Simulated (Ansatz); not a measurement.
# YbAlRh: reading a single point

```
Yb Rh Al
1.0
     6.77228    0.00000    0.00000
     0.00000    4.13288    0.00000
     0.00000    0.00000    7.90617
Yb Rh Al
4 4 4
Cartesian
  0.2321 1.0332 5.3624
  3.1541 3.0997 1.4093
  3.6182 1.0332 6.4969
  6.5402 3.0997 2.5438
  1.7926 1.0332 2.9713
  1.5935 3.0997 6.9244
  5.1788 1.0332 0.9818
  4.9797 3.0997 4.9349
  0.9263 1.0332 0.4682
  2.4598 3.0997 4.4213
  4.3125 1.0332 3.4849
  5.8460 3.0997 7.4380
```

Level: r2SCAN, no spin polarisation; 500 eV; 3×5×3 Γ-centred mesh; gaussian occupations (width 0.2174 eV); Ansatz 0.2.0, fixed geometry.

(1) How is the charge shared?

(2) Where is the largest force?

(3) Is the cell too large or too small?

(4) Is it stable against the elements?

(5) Metal or insulator?

Origin: a database entry at a rescaled volume. Caveats: no spin polarisation, so a magnetic state may lie lower; the k mesh is coarse if the cell is a metal; wide smearing; f levels without a U or exact exchange are poorly placed.

## Answers

(1) Bader charges in e: Yb +1.34, Al +1.28, Rh -2.61. In the mean Yb gives up most and Rh takes most.

(2) The largest is on Rh5 (and as large on other atoms): 0.44 eV/Å, components (0.42, 0.00, 0.11). It makes 3° with the line to a nearest neighbour, Al11 at 2.57 Å, pointing towards it.

(3) The pressure is 0.9 GPa (compression positive), so with the atoms held at these fractions the cell would first expand. The principal stresses 0.2, 0.7, 1.9 GPa differ, so its shape would change too.

(4) -0.85 eV an atom against the elements' usual phases (free molecules for gases, crystals otherwise, with no correction for O₂ or N₂), so it is bound against them; other compounds may still compete. Relaxing would lower it.

(5) It is a metal, with about 9.9 states/eV a cell as the mean within 0.25 eV of the Fermi level, mostly Yb f (47 %), Al p (15 %) and Rh d (15 %).
